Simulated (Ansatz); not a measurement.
IrO2 (rutile)

Space group P4₂/mnm (No. 136); a = b = 4.5293 Å, c = 3.1798 Å, α = β = γ = 90.00°

```
atom  site  symmetry       x       y       z
----  ----  --------  ------  ------  ------
Ir      2a      m.mm  0.0000  0.0000  0.0000
O       4f      m.2m  0.3084  0.3084  0.0000
```

E(V) scan at fixed shape, V₀ the volume above. The atoms relax within the cell's symmetry.

All values below come from PBE (plane waves to 420 eV, PAW, scalar-relativistic; Ansatz, a first-principles code). k mesh 11×11×15 (Γ-centred), Fermi-Dirac smearing 0.05 eV. Energies are smeared free energies. Compression counts positive. IrO2 is run without spin polarisation and with no Hubbard U. IrO2 was relaxed with its symmetry unable to fall. Spin-orbit coupling is left out, though Ir is heavy. The zero of ΔE is the relaxed starting cell.

Problem. What ΔE (meV/atom) and P (GPa) does the calculation give at V/V₀ = 0.840, 0.920, 1.040, 1.080, 1.120?

Solution. 
```csv
V/V₀,ΔE (meV/atom),P (GPa)
0.840,334,72.7
0.920,70,28.0
1.040,14,-9.8
1.080,51,-17.5
1.120,107,-23.6
```

(A scan under strain: stresses follow from slopes of the energy per volume, elastic moduli from its curvatures.)
